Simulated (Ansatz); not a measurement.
Sr (fcc, Cu type)

```
CELL_PARAMETERS angstrom
      0.00000     6.02891     6.02891
      3.01445     0.00000     3.01445
      3.01445     3.01445     0.00000
ATOMIC_POSITIONS crystal
  Sr 0.00000 0.00000 0.00000
  Sr 0.50000 0.00000 0.00000
```

A phonon eigenvector at L = (0.5, 0.0, 0.0) is frozen into this cell: atom i moves by Q times the vector below, so Q is the largest atomic displacement, in Å. The cell is held. It is one choice among 2 degenerate patterns. (q is in reciprocal vectors of the primitive cell; the cell shown is doubled to hold the pattern.)

```json
[
 {"atom": "Sr1", "x": "0.285", "y": "-0.520", "z": "0.805"},
 {"atom": "Sr2", "x": "-0.285", "y": "0.520", "z": "-0.805"}
]
```

The numbers are results of PBE (plane waves to 420 eV, PAW, scalar-relativistic; Ansatz, a first-principles code), not measurements. k mesh 13×13×13 (Γ-centred), Fermi-Dirac smearing 0.05 eV. Energies are smeared free energies. With partly filled bands, energies and forces of such displacements shift with the k mesh and the smearing. Sr was relaxed with its symmetry unable to fall. The PAW data are Ansatz's earlier set. ΔE is measured from the undisplaced structure. The last digit holds for this mesh only.

| Q (Å) | ΔE (meV/cell) |
|---|---|
| -0.2800 | 54.36 |
| -0.2333 | 38.69 |
| -0.1867 | withheld |
| -0.1400 | 14.44 |
| -0.0933 | 6.49 |
| -0.0467 | 1.63 |
| 0.0000 | 0.00 |
| 0.0467 | 1.63 |
| 0.0933 | 6.49 |
| 0.1400 | 14.44 |
| 0.1867 | withheld |
| 0.2333 | 38.69 |
| 0.2800 | 54.36 |

Q: Fit an even polynomial form (powers 2, 4) to the given rows and predict ΔE at Q = -0.1867.

A: Least squares on the 11 given rows: ΔE = (751.0)·Q² + (-735.2)·Q⁴, in meV/cell with Q in Å; root-mean-square residual 0.005 meV/cell. At -0.1867 the fit gives 25.28 meV/cell; the calculation gives 25.27 meV/cell, so the interpolation is off by 0.01 (+0.0 %). The quadratic term alone would give 26.18 meV/cell.

(For displaced atoms, the force is minus the slope of the energy, and its curvature is a force constant, which sets phonon frequencies.)
